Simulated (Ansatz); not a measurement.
The cell is Ga₄Sb₃As as one 8-atom ordering (I-42m) on the zincblende lattice; cell and atoms were relaxed with r2SCAN. The symmetry is I-42m (No. 121, tetragonal); conventional cell a = 6.019 Å, c = 12.019 Å, 27.21 Å³ an atom. As has 4 Ga at 2.49 Å; Ga has 1 As at 2.49 Å and 3 Sb at 2.64–2.67 Å; Sb has 4 Ga at 2.64 Å; Sb has 4 Ga at 2.67 Å.

```cif
data_structure
_symmetry_space_group_name_H-M 'I-42m'
_symmetry_Int_Tables_number 121
_cell_length_a 6.0187
_cell_length_b 6.0187
_cell_length_c 12.0191
_cell_angle_alpha 90.000
_cell_angle_beta 90.000
_cell_angle_gamma 90.000
_cell_volume 435.39
loop_
_atom_site_label
_atom_site_type_symbol
_atom_site_symmetry_multiplicity
_atom_site_Wyckoff_symbol
_atom_site_fract_x
_atom_site_fract_y
_atom_site_fract_z
_atom_site_occupancy
As1 As 2 a 0.00000 0.00000 0.00000 1
Ga1 Ga 8 i 0.26274 0.26274 0.37938 1
Sb1 Sb 4 d 0.50000 0.00000 0.25000 1
Sb2 Sb 2 b 0.50000 0.50000 0.00000 1
```

The questions ask for values computed with Ansatz on this geometry. Note: simulated data, non-magnetic, for a generated structure that need not be the stable one.

**Question.** Is there a gap with PBE, and of what kind?

**Answer.** PBE gives a direct gap of 0.01 eV at Γ. (This is within a few times the smearing of 0.02 eV, so the filling near the edges can be smeared.)

**Question.** Estimate the gap with PBE+SOC on 6×6×6.

**Answer.** The PBE+SOC gap is direct at Γ: 0.01 eV. (This is within a few times the smearing of 0.02 eV, so the filling near the edges can be smeared.) The gap differs by 0.00 eV from PBE's.

**Question.** How does the gap change from PBE to r2SCAN (6×6×6)?

**Answer.** With r2SCAN the gap is 0.43 eV and direct, at Γ. The gap differs by +0.42 eV from PBE's.

**Question.** Estimate the gap with HSE06 on 4×4×4.

**Answer.** HSE06 gives a direct gap of 0.78 eV at Γ. The gap differs by +0.77 eV from PBE's.

Only the levels marked +SOC include spin-orbit coupling.

Gaps or overlaps of about a tenth of an eV are at the limit of these meshes: between the points read a gap can be smaller or closed.

Small gaps with spin-orbit coupling can be splittings of inverted bands, not the fundamental gap; semilocal functionals often invert bands that the real crystal keeps in order.

Gaps under 0.1 eV (PBE, PBE+SOC) can't be told from a closed one: the bands may be in normal order or already inverted, which a gap's size doesn't show.
